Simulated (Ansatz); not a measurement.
Equation of state of aluminium, hcp

All numbers below come from Ansatz 0.2.0, DFT, BLYP, plane waves (420 eV) with PAW, scalar-relativistic. The PAW files were generated under PBE, with cores re-solved for the functional.

The cell is scaled uniformly from the relaxed one, with fractional coordinates and shape fixed. Energies are extrapolated to zero smearing, pressures are those at the given smearing. Magnetic state: spin not included.

```
V (Å³/atom)  E − E₀ (meV/atom)  P (GPa)
     15.521               54.9     9.53
     16.226               22.3     5.59
     16.932                5.1     2.50
     17.637                0.0     0.09
     18.343                4.3    -1.78
     19.048               15.8    -3.22
     19.754               32.8    -4.32
```

(1) Fit a third-order Birch-Murnaghan equation.

Results:

(1) V₀ = 17.64 Å³/atom, B₀ = 53 GPa, B₀′ = 5.4.
